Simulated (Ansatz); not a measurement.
Nb$_{2}$O$_{5}$ in space group C2/m (No. 12; Nb on 4i, O on 4i, O on 2a, O on 4i), r²SCAN (plane waves, PAW; program Ansatz). The conduction-band minimum lies at Y2, with 1 equivalent valley. Second derivatives d²E/dk² of the lowest band at one valley (eV·Å²), along Cartesian directions:

```csv
direction,d²E/dk²
[100],3.957
[010],15.92
[001],14.34
[110],9.934
[101],9.038
[011],15.13
```

Task: Find the principal effective masses, the density-of-states mass and the conductivity mass.

Result: Off-diagonal terms follow from H_xy = H[110] − (H_xx + H_yy)/2, and m*/mₑ = 7.620 eV·Å² over each eigenvalue: 0.48, 0.53, 1.9. One valley's DOS mass (m₁m₂m₃)^(1/3) = 0.79, conductivity mass 3/(Σ 1/mᵢ) = 0.67 mₑ.

Task: What effective density of states Nc follows at 300 K for parabolic valleys?

Result: Nc = 2.509e19 × 1 × (0.79)^(3/2) ≈ 1.8e19 cm⁻³.

The first step of the workflow began from a Materials Project structure, measured or hypothetical; the Crystallography Open Database copy checked does not list it. COD files the formula under space group No. 3, 15, 139, so this cell is another polymorph or a model. Whether it is the stable phase at ambient conditions was not checked. Symmetry was held in the r²SCAN relaxation; its stability against distortions is not shown here. No spin polarisation was allowed. Spin–orbit coupling is left out wherever it is not named.

Potentials: the later of the program's two PAW sets.

Edges and masses are those of Kohn–Sham bands, whose gap is no quasiparticle gap.
